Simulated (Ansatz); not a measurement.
The relaxed structure here is a generated cell of Be: the first start was made by a random draw of sites in a space group, and the end was not matched to a known phase here, so it may be hypothetical. Known forms of Be include space group No. 194.

One starting cell of Be (a randomly generated symmetric cell of Be (space group No. 59)) was relaxed twice with Ansatz (plane waves, PAW, scalar-relativistic): with r2SCAN at 500 eV and with PBE at 420 eV. The r2SCAN result:

```
CELL_PARAMETERS angstrom
      0.00000     1.57901     1.57901
      1.57901     0.00000     1.57901
      1.57901     1.57901     0.00000
ATOMIC_POSITIONS crystal
  Be 0.00000 0.00000 0.00000
```

```
quantity                          r2SCAN    PBE
--------------------------------  ------  -----
space group                        Fm-3m  Fm-3m
volume (Å³/atom)                    7.87    [?]
a (Å)                              3.158    [?]
gap (eV, no spin-orbit coupling)    0.00    [?]
```

What does PBE give for the same quantities?


- volume (Å³/atom), PBE: 7.87
- a (Å), PBE: 3.158
- gap (eV, no spin-orbit coupling), PBE: 0.00

Both levels end in the same structure; PBE's volume is within 0.5 % of r2SCAN's. Neither column is exact.

No spin polarisation in the result.

The run could not lose the symmetry of its start: the end is stationary, and may be a saddle point rather than a minimum.

Ansatz is a quantum-chemistry and plane-wave program.
